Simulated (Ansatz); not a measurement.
## Nuclear-site quantities of Li as the cell is scaled

```yaml
crystal:
  lattice:
    - [3.11100, 0.00000, 0.00000]
    - [-1.55550, 2.69421, 0.00000]
    - [0.00000, 0.00000, 5.09300]
  atoms:
    - { symbol: Li, position: [0.33333, 0.66667, 0.25000] }
    - { symbol: Li, position: [0.66667, 0.33333, 0.75000] }
```

Atom numbers follow the list: Li1, Li2.

The structure is an experimental refinement, used without relaxation.

Level of theory: Ansatz 0.2.0, DFT, PBEsol, all-electron PAW with datasets made for the crystal, scalar-relativistic.

Settings: a Γ-centred 15×15×8 k mesh, Fermi–Dirac smearing of 0.03 eV, cutoff 100 eV (chosen by the program for this cell), no spin polarisation.

The contact density is the mean electron density over the nuclear volume; its changes follow the s electrons' response to bonding and compression. Changes below are taken from the unscaled cell, where it is 93.2577 e/Å³ at Li1.

```json
{"V/V(cell)": "0.9400", "P (GPa)": "0.1", "Δρ(0) Li1 (e/Å³)": "0.03"}
{"V/V(cell)": "0.9600", "P (GPa)": "-0.2", "Δρ(0) Li1 (e/Å³)": "0.02"}
{"V/V(cell)": "0.9800", "P (GPa)": "-0.4", "Δρ(0) Li1 (e/Å³)": "0.01"}
{"V/V(cell)": "0.9900", "P (GPa)": "-0.6", "Δρ(0) Li1 (e/Å³)": "0.01"}
{"V/V(cell)": "1.0000", "P (GPa)": "-0.7", "Δρ(0) Li1 (e/Å³)": "0.00"}
{"V/V(cell)": "1.0100", "P (GPa)": "-0.8", "Δρ(0) Li1 (e/Å³)": "-0.01"}
{"V/V(cell)": "1.0200", "P (GPa)": "-0.9", "Δρ(0) Li1 (e/Å³)": "-0.01"}
{"V/V(cell)": "1.0400", "P (GPa)": "-1.1", "Δρ(0) Li1 (e/Å³)": "-0.02"}
{"V/V(cell)": "1.0600", "P (GPa)": "-1.3", "Δρ(0) Li1 (e/Å³)": "-0.03"}
```

The datasets are made afresh for each cell, so very small changes are uncertain.
